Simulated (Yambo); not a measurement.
```
CELL_PARAMETERS angstrom
      3.05462     0.00000     0.00000
     -1.52731     2.64538     0.00000
      0.00000     0.00000     5.01289
ATOMIC_POSITIONS crystal
  C  0.33333 0.66667 0.87540
  C  0.66667 0.33333 0.37540
  Si 0.33333 0.66667 0.49960
  Si 0.66667 0.33333 0.99960
```

The PBEsol cell relaxed from Materials Project entry mp-7140 was given an isotropic strain of -0.7 % on all lattice vectors, and the atoms were relaxed again.

Q: Where are the main features of Im ε from RPA with local fields on PBEsol bands shifted by a G0W0 scissor of 1.02 eV (Yambo; 15×15×8 mesh, 31 bands, 4 Ry local-field block, 0.2 eV broadening; field along x)?

A: Peaks at 7.9 eV (17), heights in brackets. Structure narrower than a few tenths of an eV can come from the finite k mesh. Convergence of the RPA response with its 15×15×8 mesh was not tested. The scissor comes from a G0W0 run whose convergence isn't established. No excitonic effects at this level.
